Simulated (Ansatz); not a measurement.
Relaxed-ion elastic tensor of Ag (fcc (Cu type), Fm-3m) in GPa (Voigt order), r²SCAN (plane waves, PAW; program Ansatz); density 10.36 g/cm³, 17.29 Å³ per atom.

```tsv
	1	2	3	4	5	6
1	122	93.1	93.1	0.0	0.0	0.0
2	93.1	122	93.1	0.0	0.0	0.0
3	93.1	93.1	122	0.0	0.0	0.0
4	0.0	0.0	0.0	42.1	0.0	0.0
5	0.0	0.0	0.0	0.0	42.1	0.0
6	0.0	0.0	0.0	0.0	0.0	42.1
```

Problem. Is the crystal mechanically stable?

Solution. Yes: the smallest eigenvalue of C is 29.4 GPa.

Problem. Work out the Voigt, Reuss and Hill averages.

Solution. K_V = 103, K_R = 103, K_H = 103; G_V = 31.1, G_R = 24.1, G_H = 27.6 GPa.

Problem. Give Young's modulus, Poisson's ratio, Pugh's ratio and the universal anisotropy index.

Solution. E = 9KG/(3K + G) = 76.1 GPa; ν = 0.38; K/G = 3.72 (ductile by the Pugh limit of 1.75); A_U = 5G_V/G_R + K_V/K_R − 6 = 1.46.

Problem. Estimate the sound speeds and the Debye temperature.

Solution. v_l = √((K + 4G/3)/ρ) = 3670 m/s, v_t = √(G/ρ) = 1630 m/s, mean 1840 m/s; Θ = (h/k)(3n/4πV)^(1/3) v_m = 212 K.

Problem. Give the Zener ratio and Young's modulus along [100], [110] and [111].

Solution. A = 2C44/(C11 − C12) = 2.87; 1/E = S11 − 2(S11 − S12 − S44/2)Γ with Γ = 0, 1/4, 1/3 gives 42.0, 78.8, 111 GPa.

The r²SCAN relaxation kept the symmetry of its start. The run is not spin-polarised. As this level gives no gap, shear constants depend on the k-mesh and smearing (Fermi–Dirac, 0.1 eV here).

Potentials: the later of the program's two PAW sets.
